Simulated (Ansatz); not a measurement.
K$_{2}$S (anti-fluorite) was relaxed and computed twice in Ansatz (plane waves, PAW), once with HSE06 and once with LDA.

|  | run 1 | run 2 |
|---|---|---|
| cell | a = b = c = 7.4203 Å, α = β = γ = 90.00° | a = 7.191 Å, b = 7.191 Å, c = 7.191 Å, α = 90.00°, β = 90.00°, γ = 90.00° |
| gap (eV) | 3.29 | 2.31 |
| B₀ by P(V) fit (GPa) | 19.6 | 23.5 |

Q: Which run used which functional?

A: Run 1 is HSE06, run 2 is LDA.

All cells were relaxed under the symmetry of their starts (and spin orders); stability against distortions was not tested throughout.

Potentials: the later of the program's two PAW sets.

Ansatz (a quantum-chemistry and plane-wave program) is a plane-wave DFT program.
